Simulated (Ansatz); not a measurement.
H:
```yaml
crystal:
  lattice:
    - [2.60804, -2.32686, 0.00000]
    - [2.60804, 2.32686, 0.00000]
    - [0.00000, 0.00000, 4.52230]
  atoms:
    - { symbol: H, position: [0.94256, 0.05744, 0.05973] }
    - { symbol: H, position: [0.05744, 0.94256, 0.94027] }
    - { symbol: H, position: [0.55744, 0.44256, 0.55973] }
    - { symbol: H, position: [0.44256, 0.55744, 0.44027] }
```

Relaxed with PBEsol. Special points in fractions of this cell's reciprocal vectors: Γ (0.000, 0.000, 0.000); Y (0.500, 0.500, 0.000); F0 (0.449, 0.551, 0.000); Δ0 (-0.449, 0.449, 0.000); Z (0.000, 0.000, 0.500); B0 (-0.449, 0.449, 0.500); G0 (0.449, 0.551, 0.500); T (0.500, 0.500, 0.500); S (0.000, 0.500, 0.000); R (0.000, 0.500, 0.500).

### Question
List the band energies nearest the valence-band maximum at these points for PBEsol (plane waves, PAW; program Ansatz).

### Answer
In eV from the valence-band maximum; about four levels below and three above (degenerate sets whole), none deeper than 8.9 eV; points with the same levels are listed once.

| k | below | above |
|---|---|---|
| Γ | -1.80 0.00 | 10.32 12.78 13.38 |
| Y | -0.54 -0.06 | 10.02 10.29 13.29 |
| F0 | -0.52 -0.11 | 10.02 10.36 13.21 |
| Z | -0.97 -0.97 | 10.69 10.69 15.56 15.56 |
| B0 | -0.27 -0.27 | 10.87 10.87 12.17 12.17 |
| T | -0.26 -0.26 | 11.19 11.19 12.10 12.10 |
| S | -0.63 -0.63 | 10.42 10.42 13.38 13.38 |
| R | -0.55 -0.55 | 9.05 9.05 16.08 16.08 |

Space group Cmce. The first step of the workflow began from a Materials Project structure, measured or hypothetical; the Crystallography Open Database copy checked does not list it. It is not the usual solid phase (space group No. 194). The cell was relaxed with PBEsol under the symmetry of its start; whether a distortion lowers the energy is not shown. The substance is a gas or liquid at ambient conditions. A crystal of weakly bound units computed without a dispersion correction: the cell and the soft elastic constants depend strongly on that.

Potentials: the earlier of the program's two PAW sets. The files were generated under PBE; for other functionals the program regenerates the frozen cores, and for LDA and PBEsol the local potential too.
